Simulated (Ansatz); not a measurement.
AlB$_{2}$Ru$_{2}$ in space group Cmmm (No. 65; Al on 2a, Ru on 4j, B on 4i) at seven volumes, plane-wave PAW PBEsol (Ansatz code), shape and atoms relaxed at each. One row is withheld.

| V (Å³/atom) | P (GPa) |
|---|---|
| 9.487 | 27.95 |
| 9.800 | 17.12 |
| 10.113 | 7.91 |
| 10.426 | 0.00 |
| 10.738 | -6.65 |
| 11.051 | -12.28 |
| 11.364 | ? |

Problem. Fit the shown pressures and predict the withheld one.

Solution. Third-order Birch–Murnaghan: P = (3/2)B₀(x^(7/2) − x^(5/2))[1 + (3/4)(B′ − 4)(x − 1)] with x = (V₀/V)^(2/3). Least squares on the six rows gives V₀ = 10.428 Å³/atom, B₀ = 240.5 GPa, B′ = 4.37. At V = 11.364, x = 0.9443 and P = -17.14 GPa. The run itself gave -17.06 GPa.

The start of the workflow was typed in or built on a structure type; neither database checked (COD, Materials Project) lists it. Whether it is the stable phase at ambient conditions was not checked. The PBEsol relaxation kept the symmetry of its start; whether a distortion lowers the energy is not shown. No spin polarisation was allowed. The volume moved by 16 % from the start of the relaxation.

Potentials: the later of the program's two PAW sets.
